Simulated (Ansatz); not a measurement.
Li2ClF as one 4-atom ordering (P4/mmm) on the rocksalt lattice, relaxed with r2SCAN: 8 runs in Ansatz, each a construction of maximally localised Wannier functions. The symmetry is P4/mmm (No. 123, tetragonal); a = 3.343 Å, c = 4.601 Å in the conventional setting, 12.86 Å³ an atom. F has 6 Li at 2.30–2.36 Å; Li has 2 F at 2.30 Å and 4 Cl at 2.36 Å; Cl has 6 Li at 2.30–2.36 Å; Li has 2 Cl at 2.30 Å and 4 F at 2.36 Å. The cell comes from a prototype generator: it can be a known phase or a hypothetical one. Spin polarisation is off.

```
CELL_PARAMETERS angstrom
3.34315 0.00000 0.00000
0.00000 3.34315 0.00000
0.00000 0.00000 4.60128
ATOMIC_POSITIONS crystal
F 0.00000 0.00000 0.00000
Li 0.00000 0.00000 0.50000
Cl 0.50000 0.50000 0.50000
Li 0.50000 0.50000 0.00000
```

Windows count from the top of the filled bands; a dash means that no such window was set (without an outer window there is no disentanglement). Rows marked drawn have settings drawn at random (some not listed).

```
functional  SCF mesh        trial orbitals  functions   mesh     window (eV)  frozen (eV)  settings  Ω total (Å²)  Ω invariant (Å²)  largest spread (Å²)  least projectability  interpolation miss of the model's filled bands (eV, to the nearest computed level)
       PBE     6×6×4  F s, F p, Cl s, Cl p          8  6×6×4               –            –    chosen          5.80              4.69                 0.96                  0.97                                                                               0.005
       PBE     6×6×4  F s, F p, Cl s, Cl p          8  8×8×6               –            –    chosen          5.87              4.75                 0.98                  0.97                                                                               0.001
    r2SCAN     6×6×4  F s, F p, Cl s, Cl p          8  6×6×4               –            –    chosen          5.69              4.58                 0.95                  0.97                                                                               0.004
    r2SCAN     6×6×4             F p, Cl p          6  6×6×4               –            –    chosen          5.61              5.60                 1.25                  0.96                                                                               0.004
     HSE06     6×6×4  F s, F p, Cl s, Cl p          8  6×6×4               –            –    chosen          5.66              4.55                 0.95                  0.97                                                                                   –
       PBE     6×6×4             F p, Cl p          6  6×6×4  -25.2 to +24.4            –     drawn          3.75              3.75                 0.85                  0.85                                                                               0.986
```

**Question.** Estimate from these rows what the further settings give.

| functional | SCF mesh | trial orbitals | functions | mesh | window (eV) | frozen (eV) | settings |
| --- | --- | --- | --- | --- | --- | --- | --- |
| PBE | 6×6×4 | F p, Cl p | 6 | 6×6×4 | – | – | chosen |
| PBE | 6×6×4 | F s, F p, Cl s, Cl p | 8 | 4×4×4 | – | – | chosen |

**Answer.**

| functional | SCF mesh | trial orbitals | functions | mesh | window (eV) | frozen (eV) | settings | Ω total (Å²) | Ω invariant (Å²) | largest spread (Å²) | least projectability | interpolation miss of the model's filled bands (eV, to the nearest computed level) |
| --- | --- | --- | --- | --- | --- | --- | --- | --- | --- | --- | --- | --- |
| PBE | 6×6×4 | F p, Cl p | 6 | 6×6×4 | – | – | chosen | 5.72 | 5.71 | 1.27 | 0.96 | 0.005 |
| PBE | 6×6×4 | F s, F p, Cl s, Cl p | 8 | 4×4×4 | – | – | chosen | 5.69 | 4.58 | 0.94 | 0.97 | 0.028 |

1 of the rows take their functions from a window without a frozen part or with a poor projection: such a subspace needn't follow the bands named, so its spread can't be set beside the others.

A dash in the last column means that the miss wasn't evaluated.

For F s, F p, Cl s, Cl p with PBE the spread goes 5.69 Å² (4×4×4), 5.80 Å² (6×6×4), 5.87 Å² (8×8×6): finite differences on a coarse mesh understate it.
